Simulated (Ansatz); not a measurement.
TiAs:
```cif
data_As4Ti4
_chemical_formula_sum 'Ti4 As4'
_space_group_name_H-M_alt 'P 1'
_space_group_IT_number 1
_cell_length_a 3.64035
_cell_length_b 3.64035
_cell_length_c 12.04118
_cell_angle_alpha 90.000
_cell_angle_beta 90.000
_cell_angle_gamma 120.000
loop_
_space_group_symop_operation_xyz
  'x, y, z'
loop_
_atom_site_label
_atom_site_type_symbol
_atom_site_fract_x
_atom_site_fract_y
_atom_site_fract_z
_atom_site_occupancy
Ti1 Ti 0.33333 0.66667 0.11742 1
Ti2 Ti 0.66667 0.33333 0.88258 1
Ti3 Ti 0.66667 0.33333 0.61742 1
Ti4 Ti 0.33333 0.66667 0.38258 1
As1 As 0.00000 0.00000 0.00000 1
As2 As 0.00000 0.00000 0.50000 1
As3 As 0.33333 0.66667 0.75000 1
As4 As 0.66667 0.33333 0.25000 1
```

Relaxed with r²SCAN.

### Question
Which orbitals make up the states near the Fermi level in the program Ansatz at the r²SCAN level (PAW)?

### Answer
Within 0.5 eV of the Fermi level: Ti 3d 91 %, As 4p 5 %. Projections are on Löwdin-orthogonalised atomic valence shells; empty p or d shells of many metals are not among them.

### Question
Tabulate the density of states.

### Answer
States/eV per cell of 8 atoms, in 0.25 eV bins, energy from the Fermi level.

```tsv
E (eV)	total	Ti 3d	As 4p	Ti 4s
-7.85	0.00	0.00	0.00	0.00
-7.60	0.00	0.00	0.00	0.00
-7.35	0.00	0.00	0.00	0.00
-7.10	0.00	0.00	0.00	0.00
-6.85	0.00	0.00	0.00	0.00
-6.60	0.02	0.00	0.01	0.01
-6.35	0.59	0.10	0.35	0.10
-6.10	2.17	0.36	1.37	0.32
-5.85	2.94	0.49	1.88	0.39
-5.60	4.29	0.75	2.75	0.51
-5.35	3.68	0.70	2.35	0.38
-5.10	4.65	0.76	3.27	0.36
-4.85	6.35	1.04	4.65	0.31
-4.60	3.20	0.72	2.10	0.15
-4.35	2.96	0.72	1.96	0.10
-4.10	3.57	0.92	2.40	0.08
-3.85	4.31	1.25	2.80	0.09
-3.60	6.98	2.24	4.37	0.15
-3.35	8.96	3.53	5.13	0.12
-3.10	11.64	4.66	6.67	0.08
-2.85	9.59	3.61	5.69	0.06
-2.60	5.60	2.15	3.25	0.05
-2.35	4.59	1.90	2.54	0.03
-2.10	3.76	1.64	2.00	0.02
-1.85	2.74	1.27	1.40	0.01
-1.60	1.60	0.84	0.72	0.00
-1.35	1.43	0.92	0.46	0.01
-1.10	1.76	1.31	0.38	0.01
-0.85	2.77	2.27	0.36	0.02
-0.60	4.46	3.87	0.38	0.03
-0.35	4.13	3.66	0.27	0.03
-0.10	3.63	3.32	0.15	0.02
0.15	3.76	3.49	0.15	0.02
0.40	5.63	5.15	0.29	0.03
0.65	9.66	8.91	0.45	0.05
0.90	7.98	7.22	0.50	0.04
1.15	15.68	14.28	0.90	0.10
1.40	12.12	10.48	1.01	0.25
1.65	17.47	14.76	1.73	0.50
1.90	11.76	9.22	1.95	0.20
2.15	9.10	6.78	1.65	0.20
2.40	4.23	2.70	1.12	0.13
2.65	4.54	2.70	1.26	0.21
2.90	8.42	5.07	1.91	0.44
```

Space group P6_3/mmc. The workflow started from a Materials Project entry (that database holds measured and hypothetical structures alike); the Crystallography Open Database files this formula in space group No. 194, but the cells were not matched. Whether it is the stable phase at ambient conditions was not checked. The cell was relaxed with r²SCAN under the symmetry of its start; whether a distortion lowers the energy is not shown. The run is not spin-polarised. Scalar-relativistic: spin–orbit coupling is off unless named, which matters more the heavier the elements.

Potentials: the later of the program's two PAW sets.
